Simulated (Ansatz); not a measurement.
Relaxed-ion elastic tensor of LiF in space group P6_3/mmc (No. 194; Li on 2c, F on 2d) in GPa (Voigt order), plane-wave PAW r²SCAN+D4 (Ansatz code); density 2.33 g/cm³, 9.26 Å³ per atom.

```
86.3  64.5  39.6   0.0   0.0   0.0
64.5  86.3  39.6   0.0   0.0   0.0
39.6  39.6   119   0.0   0.0   0.0
 0.0   0.0   0.0  54.1   0.0   0.0
 0.0   0.0   0.0   0.0  54.1   0.0
 0.0   0.0   0.0   0.0   0.0  10.9
```

Problem. Is the crystal mechanically stable?

Solution. Yes: the smallest eigenvalue of C is 10.9 GPa.

Problem. Work out the Voigt, Reuss and Hill averages.

Solution. K_V = 64.4, K_R = 64.3, K_H = 64.3; G_V = 33.7, G_R = 20.3, G_H = 27.0 GPa.

Problem. Give Young's modulus, Poisson's ratio, Pugh's ratio and the universal anisotropy index.

Solution. E = 9KG/(3K + G) = 71.1 GPa; ν = 0.32; K/G = 2.38 (ductile by the Pugh limit of 1.75); A_U = 5G_V/G_R + K_V/K_R − 6 = 3.31.

Problem. Estimate the sound speeds and the Debye temperature.

Solution. v_l = √((K + 4G/3)/ρ) = 6570 m/s, v_t = √(G/ρ) = 3410 m/s, mean 3810 m/s; Θ = (h/k)(3n/4πV)^(1/3) v_m = 541 K.

Problem. Solve the Christoffel equation for the three sound speeds along x, y, z.

Solution. Eigenvalues of C_ijkl n_j n_l equal ρv². In km/s, slowest first: x 2.16, 4.82, 6.09; y 2.16, 4.82, 6.09; z 4.82, 4.82, 7.16.

Problem. How much does each axis shrink under pressure?

Solution. Linear compressibilities β_i = Σ_j S_ij (j = 1 to 3): x 5.4, y 5.4, z 4.8 per TPa.

The start of the workflow was typed in or built on a structure type; neither database checked (COD, Materials Project) lists it. It is not the phase usual at ambient conditions (space group No. 225). The r²SCAN+D4 relaxation kept the symmetry of its start; whether a distortion lowers the energy is not shown. The volume moved by -42 % from the start of the relaxation.

Potentials: the later of the program's two PAW sets.
